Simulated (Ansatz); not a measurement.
Ga₂Cu (space group P4/mmm)

```
Ga2Cu
1.0
    2.77106     0.00000     0.00000
    0.00000     2.77106     0.00000
    0.00000     0.00000     5.66530
Ga Cu
2 1
Direct
  0.50000   0.50000   0.28331
  0.50000   0.50000   0.71669
  0.00000   0.00000   0.00000
```

The slice is a (0 -1 1) plane (indices of the conventional cell) through the point (0.500, 0.500, 0.283) (fractional), spanned by u = [100] and v = [011] in vectors of this cell: u (2.77 Å) and v (6.31 Å, at 90° to u). It covers one period; positions are fractions (u, v).

These are LDA (plane waves to 420 eV, PAW, scalar-relativistic; Ansatz, a program for electronic structure) values and carry that method's errors. k mesh 17×17×8. Inside the PAW spheres the values are not all-electron values, and peaks at nuclei hang on which shells count as valence. Ga2Cu is run without spin polarisation. Ga2Cu was relaxed with its symmetry unable to fall.

### Question
Predict the map of the electron localisation function (ELF) on the slice.

### Answer
```
|xxxxxx..----++**++----..xxxx|
|xxxx  ::--==******==--::  xx|
|  ..::----==******==----::..|
|::------==++++++++++==------|
|------======------======----|
|----====--::......::--====--|
|------::..............::----|
|----::..................::--|
|--::........::--::........::|
|--::......::--==--::......::|
|----......::------::......--|
|====::......::::::......::==|
|++++--::..............::--++|
|****++--..............--++**|
|******==--::......::--==****|
|##****++==--::::::--==++****|
|******++====------====++****|
|++++++++==----::----==++++++|
|========----::::::----======|
|----------::......::--------|
|----------::..  ..::--------|
|========--..      ..--======|
|++++++++--..      ..--++++++|
|%%####**==::      ::==**####|
|@@@@@@##++::      ::++##@@@@|
|%%%%%%##**--..  ..--**##%%%%|
|++++++++++==::..::==++++++++|
|============--::--==========|
|  ..::------------------::..|
|xxxx  ::----======----::  xx|
|xxxxxx..----==++==----..xxxx|
|xxxxxx  ----==++==----  xxxx|
```
Scale: ten equal steps from 0.12 (start of ' ') to 0.59 (end of '@'), in the order ' .:-=+*#%@'. Values: electron localisation function (ELF). The map has 14 points along u (two characters each, u = 0 at the left) and 32 along v (v = 0 in the bottom row). Points within 0.5 Å of a nucleus are blanked (x), as the pseudised field means little there.
